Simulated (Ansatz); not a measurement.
YTaN$_{3}$:
```yaml
crystal:
  lattice:
    - [4.03032, 0.00000, 0.00000]
    - [0.00000, 4.03032, 0.00000]
    - [0.00000, 0.00000, 4.03032]
  atoms:
    - { symbol: Y, position: [0.00000, 0.00000, 0.00000] }
    - { symbol: Ta, position: [0.50000, 0.50000, 0.50000] }
    - { symbol: N, position: [0.50000, 0.50000, 0.00000] }
    - { symbol: N, position: [0.50000, 0.00000, 0.50000] }
    - { symbol: N, position: [0.00000, 0.50000, 0.50000] }
```

Relaxed with r²SCAN.

Task: Give the Bader charges and basin volumes of the independent atoms, the program Ansatz at the r²SCAN level (PAW).

Result: 

| atom | Bader charge (e) | Bader volume (Å³) |
|---|---|---|
| Y1 | +2.16 | 14.5 |
| Ta2 | +2.71 | 8.8 |
| N3 | -1.62 | 14.1 |

Space group Pm-3m (cubic perovskite). The start of the workflow was typed in or built on a structure type; neither database checked (COD, Materials Project) lists it. Whether it is the stable phase at ambient conditions was not checked. Symmetry was held in the r²SCAN relaxation; whether a distortion lowers the energy is not shown. No spin polarisation was allowed. Spin–orbit coupling is left out wherever it is not named.

Potentials: the later of the program's two PAW sets.
